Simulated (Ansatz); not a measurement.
input.yaml (Ansatz)

```yaml
crystal:
  lattice:
    - [3.8920438424, 0.0, 0.0]
    - [-1.9460219212, 3.3706088402, 0.0]
    - [0.0, 0.0, 2.341502519]
  atoms:
    - { symbol: Ni, position: [0.0, 1.0, 1.0] }
    - { symbol: Ni, position: [0.3333333333, 0.6666666667, 0.5] }
    - { symbol: Ni, position: [0.6666666667, 0.3333333333, 0.5] }
hamiltonian:
  xc: blyp
  pseudopotentials:
    kind: paw
    azcp:
      Ni: "pseudopotentials/Ni.paw.azcp"
basis:
  ecutwfc: 420
  fft_grid_basis: typed
kpoints:
  mp_grid: { grid: [10, 10, 14], shift: [0, 0, 0] }
magnetization:
  spin_polarized: false
scf:
  occupations: { method: fermi_dirac, width: 0.1 }
  lower_state_search: "off"
output:
  stress: true
  write_density: true
  write_potential: true
  elf: true
  volumetric_format: npy
```

and its output:

```
Engine: ansatz 0.2.0, x86_64-unknown-linux-gnu
Pseudopotentials: kind: paw
Pseudopotential: Ni, paw, valence charge 18, recommended cutoff 420 eV (normal) 
Functional definition: BLYP
  parameter beta = 0.0042
  parameter a = 0.04918
  parameter b = 0.132
  parameter c = 0.2533
  parameter d = 0.349
  exchange = b88_x(beta = beta)
  correlation = lyp_c(a = a, b = b, c = c, d = d)
Crystal: 3 atoms, lattice volume = 30.717 Å³
Basis set: ecut = 420 eV, 619 PW (Γ), exchange–correlation on 54×54×32 points (8 copies of the dense FFT grid, shifted against one another)
Bands: 33, of which v1, the nominal top of the filled ones, is band 27 counted from 1 (26 counted from 0)
Symmetry: 24 space group operations
Space group: P6/mmm (ITA 191), of the structure as read, at distance tolerance 3.1e-5 Å
k-points: 112 of 1400
Non-local potential: Ni, projectors of the file, l = 0: 3, l = 1: 2, l = 2: 3, l = 3: 1
PAW form: soft (Blöchl's): semilocal exchange-correlation on the pseudo side does not see the compensation charge
PAW frozen core: Ni, regenerated for the run's functional, and the local potential with it (the file was generated under x = pbe(κ = 0.804, μ = 0.2195149727645171), c = pbe(β = 0.06672455060314922))
PAW one-centre angular grid: Ni, 590 points (default); XC on 64 Gauss nodes
Initial density: superposition of atomic densities (neutral atoms: chi_scale 0, normalization atom), corrected by the library's trained network
Initial wavefunctions: pseudopotential atomic-orbital guess
Functional: x = b88, c = lyp
SCF iter   1: F=—  HF=-17544.249645 eV  |F-HF|=—  |Δ(HF+E_count)|=         —  Δρ=3.60e-2  dr2=2.52e-1  ethr=1.77e-3  ⟨swp⟩=4.8  Hψ=11986  notcnv=0  defer=27
SCF iter   2: F=—  HF=-17544.222560 eV  |F-HF|=—  |Δ(HF+E_count)|=   2.71e-2  Δρ=1.86e-2  dr2=7.92e-2  ethr=4.68e-4  ⟨swp⟩=2.0  Hψ=5092  notcnv=0  defer=43
SCF iter   3: F=—  HF=-17544.212333 eV  |F-HF|=—  |Δ(HF+E_count)|=   1.02e-2  Δρ=4.50e-3  dr2=2.21e-3  ethr=1.47e-4  ⟨swp⟩=1.2  Hψ=3686  notcnv=0  defer=43
SCF iter   4: F=—  HF=-17544.211801 eV  |F-HF|=—  |Δ(HF+E_count)|=   5.32e-4  Δρ=1.19e-3  dr2=1.70e-4  ethr=4.09e-6  ⟨swp⟩=2.2  Hψ=5947  notcnv=0  defer=43
SCF iter   5: F=—  HF=-17544.211807 eV  |F-HF|=—  |Δ(HF+E_count)|=   5.52e-6  Δρ=2.16e-4  dr2=3.80e-6  ethr=3.15e-7  ⟨swp⟩=2.0  Hψ=4793  notcnv=0  defer=43
SCF iter   6: F=—  HF=-17544.211844 eV  |F-HF|=—  |Δ(HF+E_count)|=   3.72e-5  Δρ=6.05e-5  dr2=5.71e-7  ethr=7.04e-9  ⟨swp⟩=2.0  Hψ=6411  notcnv=0  defer=43
SCF iter   7: F=-17544.211844 eV  HF=-17544.211844 eV  |F-HF|=2.44e-8  |Δ(HF+E_count)|=   5.52e-8  Δρ=1.61e-5  dr2=3.45e-8  ethr=1.85e-10  ⟨swp⟩=11.0  Hψ=28834  notcnv=0
SCF 1 converged in 7 iterations: F = -17544.211844 eV  dr2 = 3.45e-8
SCF converged after 7 iterations
Free energy (F): -17544.211844 eV
Harris-Foulkes:  -17544.211844 eV  (|F-HF|=2.44e-8)
Internal energy: -17543.975346 eV  (E = F + TS)
E sigma→0 (E₀):  -17544.093595 eV
Entropy (-TS):   -0.236498 eV (-78.833 meV/atom)
Fermi energy:    19.894784 eV
--- Per-component energies (eV) ---
  E_band       = -752.768411
  E_kinetic    = 855.354239
  E_local      = -10048.340431  (includes V_loc(G=0)·N_el)
  E_nonlocal   = 1897.159679
  E_hartree    = 4221.994446
  E_xc         = -251.476231
  E_vxc        = -323.872064  (∫ρ·V_xc dr)
  E_paw        = -4924.767763  (= ΣΔE_a)
  E_vpaw       = -1577.040251  (= ΣTr[D̂ρ^β])
  E_aug_tail   = 0.001235  (compensation charges beyond the density's cutoff)
  E_ewald      = -9293.912030
  E_core_change = 0.011512  (= ΣΔE_core)
  E_smearing   = -0.236498  (= −TS)
  E_closure    = -0.000000  (closes the sum)
  Σ components = -17544.211844   (vs F -17544.211844, Δ=0.00e0)
--- Stress (GPa, compression-positive) ---
       28.841629       0.000000       0.000000
        0.000000      28.841629       0.000000
        0.000000       0.000000      27.882332
  P = ⅓ Tr σ = 28.5219 GPa (285.219 kbar)
--- Band table (eV; the first three rows and the last of 112) ---
  k-point 0: bands = ["-83.0947", "-83.0301", "-82.9099", "-43.7065", "-43.7065", "-43.5125", "-43.5125", "-43.4346", "-43.3757", "-43.3607", "-43.3380", "-43.3380", "10.6698", "15.6793", "16.9381", "16.9381", "16.9528", "16.9528", "17.0772", "17.5552", "18.1736", "18.1736", "18.7159", "18.7159", "18.8020", "18.8020", "19.9722", "19.9722", "26.6298", "26.6298", "26.6710", "26.6710", "28.9433"]
  k-point 1: bands = ["-83.0934", "-83.0289", "-82.9087", "-43.7052", "-43.7052", "-43.5102", "-43.5102", "-43.4454", "-43.3864", "-43.3725", "-43.3383", "-43.3383", "10.8209", "15.7693", "16.8798", "16.8798", "16.9047", "16.9047", "17.2174", "17.6479", "18.1059", "18.1059", "18.7827", "18.7827", "18.8094", "18.8094", "19.9354", "19.9354", "26.7982", "26.7982", "26.8118", "26.8118", "28.9926"]
  k-point 2: bands = ["-83.0895", "-83.0255", "-82.9054", "-43.7018", "-43.7018", "-43.5035", "-43.5035", "-43.4754", "-43.4164", "-43.4054", "-43.3393", "-43.3393", "11.2659", "16.0158", "16.7083", "16.7083", "16.7726", "16.7726", "17.6209", "17.9225", "18.0096", "18.0096", "18.7177", "18.7177", "18.9912", "18.9912", "19.8511", "19.8511", "27.2191", "27.2191", "27.2839", "27.2839", "29.1356"]
  k-point 111: bands = ["-83.0402", "-83.0324", "-82.8865", "-43.7354", "-43.6321", "-43.6217", "-43.5876", "-43.5754", "-43.5471", "-43.4341", "-43.3444", "-43.3414", "15.2275", "16.0369", "16.4596", "16.5365", "16.5980", "16.7275", "17.5488", "17.9606", "18.2076", "18.3659", "18.7902", "19.8893", "19.8978", "20.0231", "20.2346", "21.8551", "23.4177", "24.6847", "26.5879", "26.8721", "27.9638"]
```
